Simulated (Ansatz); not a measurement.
A 2-atom cell of MgO started from a crystallographic database, relaxed with r2SCAN, was run in the plane-wave code Ansatz under altered settings. All numbers are computed, without spin polarisation but where a row says otherwise.

```yaml
crystal:
  lattice:
    - [0.00000, 2.10217, 2.10217]
    - [2.10217, 0.00000, 2.10217]
    - [2.10217, 2.10217, 0.00000]
  atoms:
    - { symbol: Mg, position: [0.00000, 0.00000, 0.00000] }
    - { symbol: O, position: [0.50000, 0.50000, 0.50000] }
```

The base run's other keys:
```yaml
kpoints:
  mp_grid: { grid: [6, 6, 6] }
hamiltonian:
  xc: hse06
scf:
  occupations: { method: fixed }
  n_extra_bands: 4
```

It takes 12 iterations with 339 plane waves at 420 eV and 16 k points, and leaves a mean stress of -0.35 GPa. The gap over this mesh is 6.542 eV. It ran on 4 threads of Arm Neoverse N1 (shared host).

Outcomes, with energy and stress as changes against the base:
```tsv
setting	outcome	ΔF (meV/atom)	Δ mean stress (GPa)	gap on the mesh (eV)	iterations	wall time
hamiltonian.xc: hf	converged	–	-2.3	15.700	21	6.2 s
PBE hybrid, exx coeff 0.3, omega 0.2078 1/Å	converged	–	-1.2	6.903	11	5 s
PBE hybrid, exx coeff 0.75, omega 0.1 1/Å	converged	–	-11.2	11.377	15	5.9 s
PBE hybrid, exx coeff 0.05, omega 0.2078 1/Å	converged	–	+4.7	5.137	9	4.8 s
scf.occupations: methfessel_paxton 0.2	converged	0.0	0.0	6.542	12	4.9 s
```
A dash marks a value that wasn't obtained or can't be compared. Stress is positive in compression. The base took 5.1 s.

- hamiltonian.xc: hf. The mean stress moves by -2.3 GPa and the gap on the mesh by +9.158 eV (to 15.700). It's another functional on the same cell, so totals aren't comparable.
- PBE hybrid, exx coeff 0.3, omega 0.2078 1/Å. That is 30 % exact exchange, screened with ω = 0.2078 1/Å, against HSE06's 25 % screened at 0.208 1/Å. The mean stress moves by -1.2 GPa and the gap on the mesh by +0.361 eV (to 6.903). Totals of different functionals aren't comparable.
- PBE hybrid, exx coeff 0.75, omega 0.1 1/Å. That is 75 % exact exchange, screened with ω = 0.1 1/Å, against HSE06's 25 % screened at 0.208 1/Å. The mean stress moves by -11.2 GPa and the gap on the mesh by +4.835 eV (to 11.377). Totals of different functionals aren't comparable. The program warns that on this mesh the truncation of the exchange isn't bounded, so part of the change can be an error of the mesh.
- PBE hybrid, exx coeff 0.05, omega 0.2078 1/Å. That is 5 % exact exchange, screened with ω = 0.2078 1/Å, against HSE06's 25 % screened at 0.208 1/Å. The mean stress moves by +4.7 GPa and the gap on the mesh by -1.405 eV (to 5.137). Totals of different functionals aren't comparable.

Within 1 meV an atom, 0.1 GPa and 0.005 eV of the base stay: scf.occupations: methfessel_paxton 0.2.

The program warns that its thresholds are loose for a hybrid's stress.

The meshes of the hybrids are coarse, so their gaps aren't converged to the digits shown.
